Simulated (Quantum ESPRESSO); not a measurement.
CsGeBr$_{3}$ is taken in the trigonal space group R3m, hexagonal axes (No. 160), Pearson symbol hR5. Conventional cell: a = b = 7.939 Å, c = 10.005 Å, α = β = 90.00°, γ = 120.00°. Ge on 3a is coordinated by 3 Br at 2.546 Å and 3 Br at 3.141 Å (octahedral). Br on 9b is surrounded by 1 Ge at 2.546 Å and 1 Ge at 3.141 Å and 4 Cs at 3.972–4.087 Å (octahedral). Cs on 3a is surrounded by 12 Br at 3.972–4.087 Å (cuboctahedral). (Neighbours: up to the widest gap in distance over summed covalent radii, below 1.35, at either atom; cation-cation contacts left out.)
(The calculation used a cell of 5 atoms; values per cell refer to that cell.)

The geometry is that of Materials Project entry mp-1068340, symmetrised and not relaxed again.

Problem. What does LDA (Quantum ESPRESSO, PseudoDojo norm-conserving, 78 Ry, scalar-relativistic) give for the electronic structure near the Fermi level?

Solution. The LDA gap is direct, 1.14 eV at Z. Another valence and conduction extremum on the path lies within 0.02 eV, too close to call. Spin-orbit splittings are left out.

The structure is a Materials Project entry; no match was found in the copy of COD used, and its stability was not checked.
